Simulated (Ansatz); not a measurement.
Input:

Ti2CuSb3:
```yaml
crystal:
  lattice:
    - [3.78755, 0.00000, 0.00000]
    - [0.00000, 3.78755, 0.00000]
    - [0.00000, 0.00000, 8.25980]
  atoms:
    - { symbol: Sb, position: [0.00000, 0.50000, 0.37393] }
    - { symbol: Sb, position: [0.50000, 0.00000, 0.62607] }
    - { symbol: Ti, position: [0.00000, 0.50000, 0.73622] }
    - { symbol: Ti, position: [0.50000, 0.00000, 0.26378] }
    - { symbol: Sb, position: [0.50000, 0.50000, 0.00000] }
    - { symbol: Cu, position: [0.00000, 0.00000, 0.00000] }
```

This is the r²SCAN-relaxed structure.

All from the program Ansatz at the r²SCAN level (PAW), unless another level is named. Predict the electronic character.

metallic (no gap).

Predict the density of states at the Fermi level.

0.78 states/eV per atom (mean over ±0.08 eV).

Next, the formation energy from the elements (no fitted shifts)?

-0.32 eV/atom.

Space group P-4m2. The workflow started from an entry of the Crystallography Open Database (COD). Whether it is the stable phase at ambient conditions was not checked. The r²SCAN relaxation kept the symmetry of its start; whether a distortion lowers the energy is not shown. No spin polarisation was allowed. The references are the lowest solids computed at this level, not always the standard phases. Spin–orbit coupling is left out wherever it is not named.

Potentials: the later of the program's two PAW sets.
